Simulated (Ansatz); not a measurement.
Input file for Ansatz (a program for electronic structure):

Ansatz 0.2 input:
```yaml
crystal:
  lattice:
    - [0.0, 5.1650520216, 7.0483970508]
    - [3.0177462413, 0.0, 7.0483970508]
    - [3.0177462413, 5.1650520216, 0.0]
  atoms:
    - { symbol: Cs, position: [0.3415247392, 0.3415247392, 0.6584752608] }
    - { symbol: Cs, position: [0.6584752608, 0.6584752608, 0.3415247392] }
    - { symbol: Ni, position: [0.0, 0.0, 0.5] }
    - { symbol: Ni, position: [0.5, 0.5, 0.0] }
    - { symbol: Ni, position: [0.0, 0.0, 0.0] }
    - { symbol: Se, position: [0.9382708926, 0.2732788618, 0.7267211382] }
    - { symbol: Se, position: [0.0617291074, 0.7267211382, 0.2732788618] }
    - { symbol: Se, position: [0.2732788618, 0.9382708926, 0.0617291074] }
    - { symbol: Se, position: [0.7267211382, 0.0617291074, 0.9382708926] }
kpoints:
  mp_grid: { grid: [6, 6, 6] }
hamiltonian:
  xc: lda
  pseudopotentials: { kind: paw }
scf:
  occupations: { method: fixed }
phonons:
  method: dfpt
  response_accuracy: low
  eigenvectors: true
  rigid_motions: translations
  dielectric: true
```

Output (shortened):

```
Pseudopotential: Cs, paw, valence charge 9
Pseudopotential: Ni, paw, valence charge 18
Pseudopotential: Se, paw, valence charge 16
Functional definition: SPW92
Crystal: 9 atoms, lattice volume = 219.724 Å³
Basis set: ecut = 420 eV, 4293 PW (Γ), exchange–correlation on 120×120×120 points (8 copies of the dense FFT grid, shifted against one another)
Bands: 82, of which v1, the nominal top of the filled ones, is band 68 counted from 1 (67 counted from 0)
Symmetry: 8 space group operations
k-points: 112 of 216 (irreducible under 1 space group operation, time reversal used)
SCF iter   1: F=—  HF=-49869.057080 eV  |F-HF|=—  |Δ(HF+E_count)|=         —  Δρ=1.38e-2  dr2=1.87e-1  ethr=1.77e-3  ⟨swp⟩=4.7  Hψ=28702  notcnv=0  defer=1266
preconditioner: auto → Resta (q_TF=auto, 2.519 Å⁻¹)
SCF iter   2: F=—  HF=-49869.081431 eV  |F-HF|=—  |Δ(HF+E_count)|=   2.44e-2  Δρ=1.70e-2  dr2=5.19e-1  ethr=1.37e-4  ⟨swp⟩=3.0  Hψ=18816  notcnv=0  defer=1344
SCF iter   3: F=—  HF=-49869.022094 eV  |F-HF|=—  |Δ(HF+E_count)|=   5.93e-2  Δρ=4.69e-3  dr2=2.12e-2  ethr=1.37e-4  ⟨swp⟩=3.0  Hψ=16055  notcnv=0  defer=1324
SCF iter   4: F=—  HF=-49869.018873 eV  |F-HF|=—  |Δ(HF+E_count)|=   3.22e-3  Δρ=2.20e-3  dr2=7.76e-3  ethr=1.56e-5  ⟨swp⟩=2.2  Hψ=12971  notcnv=0  defer=1340
SCF iter   5: F=—  HF=-49869.018470 eV  |F-HF|=—  |Δ(HF+E_count)|=   4.03e-4  Δρ=1.41e-3  dr2=3.34e-3  ethr=5.71e-6  ⟨swp⟩=2.1  Hψ=15738  notcnv=0  defer=1340
SCF iter   6: F=—  HF=-49869.018236 eV  |F-HF|=—  |Δ(HF+E_count)|=   2.33e-4  Δρ=5.83e-4  dr2=5.88e-4  ethr=2.46e-6  ⟨swp⟩=2.0  Hψ=8767  notcnv=0  defer=1230
SCF iter   7: F=—  HF=-49869.018197 eV  |F-HF|=—  |Δ(HF+E_count)|=   3.93e-5  Δρ=1.29e-4  dr2=3.48e-5  ethr=4.32e-7  ⟨swp⟩=1.9  Hψ=8866  notcnv=0  defer=963
SCF iter   8: F=—  HF=-49869.018195 eV  |F-HF|=—  |Δ(HF+E_count)|=   1.94e-6  Δρ=2.53e-5  dr2=1.70e-6  ethr=2.56e-8  ⟨swp⟩=2.0  Hψ=11050  notcnv=0  defer=963
SCF iter  14: F=-49869.018303 eV  HF=-49869.018303 eV  |F-HF|=2.18e-11  |Δ(HF+E_count)|=  1.46e-11  Δρ=8.11e-8  dr2=1.14e-11  ethr=1.00e-12  ⟨swp⟩=12.9  Hψ=57172  notcnv=0
SCF 1 converged in 14 iterations: F = -49869.018303 eV  dr2 = 1.14e-11
NSCF: frozen V_eff on 2 k-points
DFPT response loops at Γ: preconditioner auto → Resta (q_TF=auto, 2.519 Å⁻¹)  ε∞=10.1 (no band partly filled) …
── the response to a field inside a basis, on 8×8×8 k-points: an SCF that follows is theirs, and a resumed run solves both again ──
Crystal: 9 atoms, lattice volume = 219.724 Å³
Bands: 69, of which v1, the nominal top of the filled ones, is band 68 counted from 1 (67 counted from 0)
k-points: 256 of 512 (irreducible under 2 space group operations)
SCF iter   1: F=—  HF=-49868.849256 eV  |F-HF|=—  |Δ(HF+E_count)|=         —  Δρ=3.76e-4  dr2=1.00e-4  ethr=1.00e-1
preconditioner: auto → Resta (q_TF=auto, 2.519 Å⁻¹)
SCF iter   2: F=—  HF=-49868.849259 eV  |F-HF|=—  |Δ(HF+E_count)|=   2.66e-6  Δρ=2.18e-4  dr2=3.79e-5  ethr=7.36e-8
SCF iter   3: F=—  HF=-49868.849276 eV  |F-HF|=—  |Δ(HF+E_count)|=   1.69e-5  Δρ=2.65e-4  dr2=1.11e-4  ethr=2.79e-8  recentre
SCF iter   4: F=—  HF=-49868.849263 eV  |F-HF|=—  |Δ(HF+E_count)|=   1.28e-5  Δρ=4.61e-5  dr2=4.28e-6  ethr=2.79e-8
SCF iter   5: F=—  HF=-49868.849263 eV  |F-HF|=—  |Δ(HF+E_count)|=   1.71e-7  Δρ=5.09e-5  dr2=4.54e-6  ethr=3.15e-9
SCF iter   6: F=—  HF=-49868.849263 eV  |F-HF|=—  |Δ(HF+E_count)|=   3.64e-7  Δρ=1.72e-5  dr2=6.16e-7  ethr=3.15e-9
SCF iter   7: F=-49868.849263 eV  HF=-49868.849263 eV  |F-HF|=3.88e-8  |Δ(HF+E_count)|=   5.01e-8  Δρ=6.07e-6  dr2=9.15e-8  ethr=4.53e-10
SCF 1 converged in 7 iterations: F = -49868.849263 eV  dr2 = 9.15e-8
DFPT response loops at Γ: preconditioner auto → Resta (q_TF=auto, 2.519 Å⁻¹)  ε∞=10.4 (no band partly filled) …
phonon interpolation: 8 periodic images of 4 blocks of the force constants (a block to an ordered pair of atoms and a translation) lie up to 5.13e-3 Å farther …
SCF converged after 14 iterations
Free energy (F): -49869.018303 eV
Harris-Foulkes:  -49869.018303 eV  (|F-HF|=2.18e-11)
Internal energy: -49869.018303 eV  (E = F + TS)
E sigma→0 (E₀):  -49869.018303 eV
Fermi energy:    8.977373 eV
--- Per-component energies (eV) ---
  E_band       = -2865.310138
  E_kinetic    = 1628.289794
  E_local      = -32484.308177  (includes V_loc(G=0)·N_el)
  E_nonlocal   = -359.751674
  E_hartree    = 15063.340900
  E_xc         = -1018.532379
  E_vxc        = -982.047115  (∫ρ·V_xc dr)
  E_paw        = -21817.014416  (= ΣΔE_a)
  E_vpaw       = -794.173312  (= ΣTr[D̂ρ^β])
  E_aug_tail   = -0.001049  (compensation charges beyond the density's cutoff)
  E_ewald      = -10891.754226
  E_core_change = 10.712923  (= ΣΔE_core)
  E_smearing   =  0.000000  (= −TS)
  E_closure    = 0.000000  (closes the sum)
  Σ components = -49869.018303   (vs F -49869.018303, Δ=0.00e0)
  [band-id]    e_kinetic+e_local+e_nonlocal+2·e_hartree+e_vxc+e_vpaw+e_augmentation_tail = -2865.309731   (vs E_band -2865.310138, Δ=4.07e-4)
--- Band table (eV; the first three rows and the last of 112) ---
  k-point 0: bands = ["-93.1277", "-93.1268", "-93.1088", "-54.3436", "-54.3423", "-54.3203", "-54.2342", "-54.2206", "-54.1955", "-53.3578", "-53.3565", "-53.3498", "-39.0239", "-39.0223", "-39.0219", "-39.0218", "-39.0213", "-39.0204", "-39.0199", …
  k-point 1: bands = ["-93.1276", "-93.1269", "-93.1088", "-54.3435", "-54.3423", "-54.3204", "-54.2332", "-54.2214", "-54.1957", "-53.3575", "-53.3564", "-53.3501", "-39.0238", "-39.0223", "-39.0222", "-39.0216", "-39.0214", "-39.0203", "-39.0199", …
  k-point 2: bands = ["-93.1275", "-93.1270", "-93.1088", "-54.3432", "-54.3426", "-54.3204", "-54.2306", "-54.2236", "-54.1961", "-53.3571", "-53.3562", "-53.3508", "-39.0235", "-39.0227", "-39.0221", "-39.0216", "-39.0214", "-39.0202", "-39.0200", …
  k-point 111: bands = ["-93.1273", "-93.1272", "-93.1088", "-54.3429", "-54.3429", "-54.3204", "-54.2276", "-54.2263", "-54.1963", "-53.3570", "-53.3559", "-53.3512", "-39.0231", "-39.0231", "-39.0219", "-39.0218", "-39.0213", "-39.0202", "-39.0200", …
--- Phonons (Γ-DFPT): 12 representative perturbations + reference, on 112 of 216 k-points (Σ response iterations 41) ---
  ASR residual: 1.109e-3 → 0.000e0 eV/Å²; symmetrization residual: 6.791e-4 eV/Å²
  ASR residual per site (eV/Å²): 1.82e-4 1.82e-4 1.11e-3 1.11e-3 2.83e-4 3.18e-4 3.18e-4 3.18e-4 3.18e-4
  Γ frequencies (cm⁻¹): 0.00 0.00 0.00 57.15 61.13 63.91 70.29 78.51 84.82 104.90 106.65 119.08 130.60 131.79 136.39 154.87 156.19 183.39 185.30 192.97 234.34 267.39 268.53 276.57 301.67 301.86 318.05
  ε∞ (high-frequency dielectric tensor):
        9.868654     0.000000     0.000000
        0.000000    10.000222     0.000000
        0.000000     0.000000     5.974061
  ε⁰ (static dielectric tensor: ions relaxed, cell fixed):
       11.745421     0.000000     0.000000
        0.000000    11.967922     0.000000
        0.000000     0.000000     9.001607
  ε⁰ − ε∞ (ionic part):
        1.876767     0.000000     0.000000
        0.000000     1.967700     0.000000
        0.000000     0.000000     3.027546
  softest optical mode at Γ: 57.15 cm⁻¹; the repairs (sum rule, projections) moved no ω² at Γ by more than (9.58 cm⁻¹)²
  Born effective charges Z* (e; rows j = field, columns β = displacement):
    site 0:
         1.49370    0.00000    0.00000
         0.00000    1.64826    0.00000
         0.00000    0.00000    1.36366
    site 1:
         1.49370    0.00000    0.00000
         0.00000    1.64826    0.00000
         0.00000    0.00000    1.36366
    site 2:
        -0.36759    0.13975    0.00000
         0.14097   -0.46483    0.00000
         0.00000    0.00000    0.14413
    site 3:
        -0.36759   -0.13975    0.00000
        -0.14097   -0.46483    0.00000
         0.00000    0.00000    0.14413
    site 4:
        -0.50573    0.00000    0.00000
         0.00000   -0.42586    0.00000
         0.00000    0.00000    0.13647
    site 5:
        -0.43663    0.00000    0.00000
         0.00000   -0.48525   -0.14156
         0.00000   -0.00392   -0.78801
    site 6:
        -0.43663    0.00000    0.00000
         0.00000   -0.48525   -0.14156
         0.00000   -0.00392   -0.78801
    site 7:
        -0.43663    0.00000    0.00000
         0.00000   -0.48525    0.14156
         0.00000    0.00392   -0.78801
    site 8:
        -0.43663    0.00000    0.00000
         0.00000   -0.48525    0.14156
         0.00000    0.00392   -0.78801
  Z* charge neutrality: 8.845e-3 e pre-enforcement
  solved inside a basis spanned on kpoints, on 8×8×8 k-points, taken by the longest dipole's decay: ε∞ is read to err by 4.5e-2, Z* by 1.1e-1 e (field_mesh …
  optical modes at Γ without the LO–TO term, one row a degenerate level:
      ω (cm⁻¹)  modes    IR ((D/Å)²/amu)
         57.15      1             0.9983
         61.13      1             0.0000
         63.91      1             0.0000
         70.29      1             0.0000
         78.51      1             1.1772
         84.82      1             1.4417
        104.90      1             0.0128
        106.65      1             0.0000
        119.08      1             0.0020
        130.60      1             0.0371
        131.79      1             0.0326
        136.39      1             0.0045
        154.87      1             0.0000
        156.19      1             0.0000
        183.39      1             0.0000
        185.30      1             0.0000
        192.97      1             0.0000
        234.34      1             0.0000
        267.39      1             0.0000
        268.53      1             0.0001
        276.57      1             0.3836
        301.67      1             0.0025
        301.86      1             0.0032
        318.05      1             0.0173
  optical modes at Γ + LO–TO along q̂ = [1.0000, 0.0000, 0.0000]:
      ω (cm⁻¹)  modes    IR ((D/Å)²/amu)
         57.15      1             0.9983
         61.13      1             0.0000
         63.91      1             0.0000
         70.29      1             0.0000
         84.82      1             1.4417
         85.54      1             1.1671
        104.90      1             0.0128
        106.65      1             0.0000
        119.09      1             0.0026
        130.75      1             0.0465
        131.79      1             0.0326
        136.39      1             0.0045
        154.87      1             0.0000
        156.19      1             0.0000
        183.39      1             0.0000
        185.30      1             0.0000
        192.97      1             0.0000
        234.34      1             0.0000
        267.39      1             0.0000
        268.53      1             0.0001
        276.57      1             0.3836
        301.67      1             0.0025
        301.87      1             0.0033
        318.05      1             0.0173
  optical modes at Γ + LO–TO along q̂ = [0.0000, 1.0000, 0.0000]:
      ω (cm⁻¹)  modes    IR ((D/Å)²/amu)
         57.15      1             0.9983
         61.13      1             0.0000
         63.91      1             0.0000
         70.29      1             0.0000
         78.51      1             1.1772
         92.67      1             1.4286
        104.90      1             0.0128
        106.65      1             0.0000
        119.08      1             0.0020
        130.60      1             0.0371
        131.92      1             0.0433
        136.40      1             0.0062
        154.87      1             0.0000
        156.19      1             0.0000
        183.39      1             0.0000
        185.30      1             0.0000
        192.97      1             0.0000
        234.34      1             0.0000
        267.39      1             0.0000
        268.53      1             0.0001
        276.57      1             0.3836
        301.67      1             0.0025
        301.86      1             0.0032
        318.07      1             0.0178
  optical modes at Γ + LO–TO along q̂ = [0.0000, 0.0000, 1.0000]:
      ω (cm⁻¹)  modes    IR ((D/Å)²/amu)
         61.13      1             0.0000
         63.91      1             0.0000
         69.77      1             0.9736
         70.29      1             0.0000
         78.51      1             1.1772
         84.82      1             1.4417
        105.02      1             0.0200
        106.65      1             0.0000
        119.08      1             0.0020
        130.60      1             0.0371
        131.79      1             0.0326
        136.39      1             0.0045
        154.87      1             0.0000
        156.19      1             0.0000
        183.39      1             0.0000
        185.30      1             0.0000
        192.97      1             0.0000
        234.34      1             0.0000
        267.39      1             0.0000
        268.53      1             0.0001
        277.72      1             0.4012
        301.67      1             0.0025
        301.86      1             0.0032
        318.05      1             0.0173
```

Cost: around 3.0 core-hours (rough) on shared cores.

Space group Fmmm. The first step of the workflow began from a Materials Project structure, measured or hypothetical; the Crystallography Open Database copy checked does not list it. Whether it is the stable phase at ambient conditions was not checked. Symmetry was held in the LDA relaxation; of distortions, only those at the zone centre were tested. No spin polarisation was allowed. Scalar-relativistic: spin–orbit coupling is off unless named, which matters more the heavier the elements.

Potentials: the later of the program's two PAW sets.

Ansatz is a plane-wave DFT program.
